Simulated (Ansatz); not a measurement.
AgW:
Space group Pmma (No. 51); a = 4.5874 Å, b = 2.7015 Å, c = 5.1507 Å, α = 90.00°, β = 90.00°, γ = 90.00°

```tsv
atom	site	symmetry	x	y	z
W	2e	mm2	0.7500	0.0000	0.1340
Ag	2f	mm2	0.2500	0.5000	0.3615
```

Relaxed with PBEsol.

### Question
Decompose the optical modes at the zone centre into irreducible representations, and say which are infrared and Raman allowed.

### Answer
Point group mmm: Γ_opt = 2Ag + B1u + 2B2g + B2u + 2B3g + B3u. Infrared: B1u, B2u, B3u. Raman: Ag, B2g, B3g.

### Question
Assign frequencies (DFPT, PBEsol in the plane-wave PAW code Ansatz).

### Answer
B3g 89i, B3g 89, B2u 122, Ag 128, B2g 129, B3u 143, B1u 179, Ag 191, B2g 211 cm⁻¹.

Subscripts of B labels follow the axes of the standard setting.

The start of the workflow was typed in or built on a structure type; neither database checked (COD, Materials Project) lists it. Its standing as an ambient phase is unchecked. The PBEsol relaxation kept the symmetry of its start. At this level the phase is dynamically unstable (imaginary phonons). No spin polarisation was allowed. Its formation energy is positive at this level, so the cell may be metastable or incomplete. As this level gives no gap, phonon frequencies hold no LO–TO term and depend on the k-mesh and smearing (Fermi–Dirac, 0.1 eV here). Axis ratios of metals converge slowly with the k-mesh, so a and c are less sure than the volume. Scalar-relativistic: spin–orbit coupling is off unless named, which matters more the heavier the elements.

Potentials: the later of the program's two PAW sets.
